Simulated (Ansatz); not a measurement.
A geometry of SnO₂ away from equilibrium: the start of the relaxation of a generated trial cell of SnO2 in the rutile structure type. Calculation: PBEsol (plane waves to 420 eV, PAW, scalar-relativistic; Ansatz, a program for electronic structure). Γ-centred k-mesh 5×5×7 on the run's cell (coarser than for final values), Fermi–Dirac smearing 0.05 eV.

```xyz
6
Lattice="4.9189 0.0000 0.0000 0.0000 4.9189 0.0000 0.0000 0.0000 3.1678" Properties=species:S:1:pos:R:3:forces:R:3 pbc="T T T" free_energy=-14143.103 pressure_GPa=-7.2
Sn     0.0000     0.0000     0.0000    0.0000    0.0000    0.0000
Sn     2.4594     2.4594     1.5839    0.0000    0.0000    0.0000
O      1.5001     1.5001     0.0000    0.2069    0.2069    0.0000
O      3.9595     0.9594     1.5839    0.2069   -0.2069    0.0000
O      0.9594     3.9595     1.5839   -0.2069    0.2069    0.0000
O      3.4188     3.4188     0.0000   -0.2069   -0.2069    0.0000
```

Positions in Å, forces in eV/Å, free energy of the cell in eV (comparable only within this code, potentials and settings). Largest force: 0.29 eV/Å, on O3, O4, O5, O6 (atoms numbered as listed); the geometry lies 0.02 eV/atom above the end of its relaxation.

No spin polarisation in the result.

The run could not lose the symmetry of its start; a randomly shaken copy of 6 atoms returns to this structure.
